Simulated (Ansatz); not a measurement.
GaN:
```cif
data_Ga2N2
_chemical_formula_sum 'Ga2 N2'
_space_group_name_H-M_alt 'P 1'
_space_group_IT_number 1
_cell_length_a 3.18286
_cell_length_b 3.18286
_cell_length_c 5.18543
_cell_angle_alpha 90.000
_cell_angle_beta 90.000
_cell_angle_gamma 120.000
loop_
_space_group_symop_operation_xyz
  'x, y, z'
loop_
_atom_site_label
_atom_site_type_symbol
_atom_site_fract_x
_atom_site_fract_y
_atom_site_fract_z
_atom_site_occupancy
Ga1 Ga 0.66667 0.33333 0.49918 1
Ga2 Ga 0.33333 0.66667 0.99918 1
N1 N 0.66667 0.33333 0.87582 1
N2 N 0.33333 0.66667 0.37582 1
```

Relaxed with PBEsol.

Give the optical modes at the zone centre with their infrared activity from DFPT, PBEsol (plane waves, PAW; program Ansatz).

Transverse frequencies, without the LO–TO term; a row sums one degenerate level.

| ω (cm⁻¹) | degeneracy | IR ((D/Å)²/amu) | activity | symmetry |
|---|---|---|---|---|
| 136 | 2 | 0.00 | IR-inactive | E2 |
| 327 | 1 | 0.00 | IR-inactive | B1 |
| 521 | 1 | 29.93 | IR | A1 |
| 544 | 2 | 53.87 | IR | E1 |
| 553 | 2 | 0.00 | IR-inactive | E2 |
| 677 | 1 | 0.00 | IR-inactive | B1 |

How high does the top mode go among those that the LO–TO term moves?

716 cm⁻¹ for q along x, 716 cm⁻¹ for q along y, 711 cm⁻¹ for q along z.

Space group P6_3mc (wurtzite). Symmetry was held in the PBEsol relaxation.

Potentials: the earlier of the program's two PAW sets. The files were generated under PBE; for other functionals the program regenerates the frozen cores, and for LDA and PBEsol the local potential too.
